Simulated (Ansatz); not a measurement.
Input and command of a plane-wave DFT calculation in Ansatz:

```yaml
crystal:
  lattice:
    - [-3.314538, 0.0, 0.0]
    - [0.0, -3.314538, 0.0]
    - [-1.104846, -1.104846, 9.943614]
  atoms:
    - { symbol: Au, position: [0.4722277778, 0.4722277778, 0.0833166667] }
    - { symbol: Au, position: [-0.30555, -0.30555, 0.91665] }
    - { symbol: Au, position: [0.3611166667, 0.3611166667, 0.41665] }
    - { symbol: Au, position: [-0.0833277778, -0.0833277778, 0.2499833333] }
    - { symbol: Au, position: [0.2500055556, 0.2500055556, 0.7499833333] }
    - { symbol: Au, position: [-0.1944388889, -0.1944388889, 0.5833166667] }
basis:
  ecutwfc: 420
kpoints:
  mp_grid: { grid: [14, 14, 5] }
hamiltonian:
  xc: pbesol
scf:
  occupations: { method: gaussian, width: 0.15 }
output:
  forces: true
  stress: true
  eigenvalues: true
  write_density: true
  write_potential: true
  elf: true
  volumetric_format: npy
```

```bash
ansatz run input.yaml --threads 2 --pin off --max-ram 5120MiB --backend cpu --events-out ev --progress --plain --runs-dir out
```

Processor: Intel(R) Xeon(R) Platinum 8488C (Sapphire Rapids), 2 threads, on a host shared with other jobs.

Q: Estimate time, memory and problem size.

A: About 67 s on 2 threads of Intel(R) Xeon(R) Platinum 8488C (Sapphire Rapids) (shared host), peak memory 1.4 GiB. It solves 69 bands at 267 k points (the mesh reduced by symmetry) with about 2145 plane waves, in 8 SCF iterations.
